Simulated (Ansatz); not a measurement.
BaS (rock salt, space group No. 225), r²SCAN in the plane-wave PAW code Ansatz. The conduction-band minimum lies at X, with 3 equivalent valleys. Second derivatives d²E/dk² of the lowest band at one valley (eV·Å²), along Cartesian directions:

```json
[
 {"direction": "[100]", "d²E/dk²": "6.095"},
 {"direction": "[010]", "d²E/dk²": "22.72"},
 {"direction": "[001]", "d²E/dk²": "22.72"},
 {"direction": "[110]", "d²E/dk²": "14.41"},
 {"direction": "[101]", "d²E/dk²": "14.41"},
 {"direction": "[011]", "d²E/dk²": "22.72"}
]
```

Q: Find the principal effective masses, the density-of-states mass and the conductivity mass.

A: Off-diagonal terms follow from H_xy = H[110] − (H_xx + H_yy)/2, and m*/mₑ = 7.620 eV·Å² over each eigenvalue: 0.34, 0.34, 1.3. One valley's DOS mass (m₁m₂m₃)^(1/3) = 0.52, conductivity mass 3/(Σ 1/mᵢ) = 0.44 mₑ.

Q: What effective density of states Nc follows at 300 K for parabolic valleys?

A: Nc = 2.509e19 × 3 × (0.52)^(3/2) ≈ 2.8e19 cm⁻³.

Q: With the computed static dielectric constant 13.1 (mean of the diagonal), estimate a hydrogenic donor's binding energy and radius.

A: E = 13.606 eV × 0.44/13.1² ≈ 35 meV; a = 0.529 Å × ε/m* ≈ 16 Å. Semilocal masses tend to be too small where the gap is.

Q: With ε∞ = 4.38 and ω_LO = 253 cm⁻¹, what Fröhlich coupling constant follows?

A: α = (1/ε∞ − 1/ε0) √(m* × 13.606 eV/ħω_LO) = 2.1.

Space group Fm-3m (rock salt). Symmetry was held in the r²SCAN relaxation; phonons on a q-mesh show no instability. Spin–orbit coupling is left out wherever it is not named.

Potentials: the later of the program's two PAW sets.
